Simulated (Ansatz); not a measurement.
WC (CsCl type, Pm-3m) at seven volumes, DFT-PBEsol in the program Ansatz with PAW potentials, scaled uniformly. One row is withheld.

```csv
V (Å³/atom),P (GPa)
8.996,45.19
9.292,27.67
9.589,12.73
9.885,0.00
10.182,-10.88
10.479,-20.15
10.775,?
```

Question: Fit the shown pressures and predict the withheld one.

Answer: Third-order Birch–Murnaghan: P = (3/2)B₀(x^(7/2) − x^(5/2))[1 + (3/4)(B′ − 4)(x − 1)] with x = (V₀/V)^(2/3). Least squares on the six rows gives V₀ = 9.885 Å³/atom, B₀ = 391.5 GPa, B′ = 4.29. At V = 10.775, x = 0.9441 and P = -28.06 GPa. The run itself gave -28.06 GPa.

The cell is a constructed one: a structure type filled with these elements; neither database checked (COD, Materials Project) lists it. It is not the phase usual at ambient conditions (space group No. 187). The cell was relaxed with PBEsol under the symmetry of its start; its stability against distortions is not shown here. No spin polarisation was allowed. Scalar-relativistic: spin–orbit coupling is off unless named, which matters more the heavier the elements.

Potentials: the later of the program's two PAW sets.
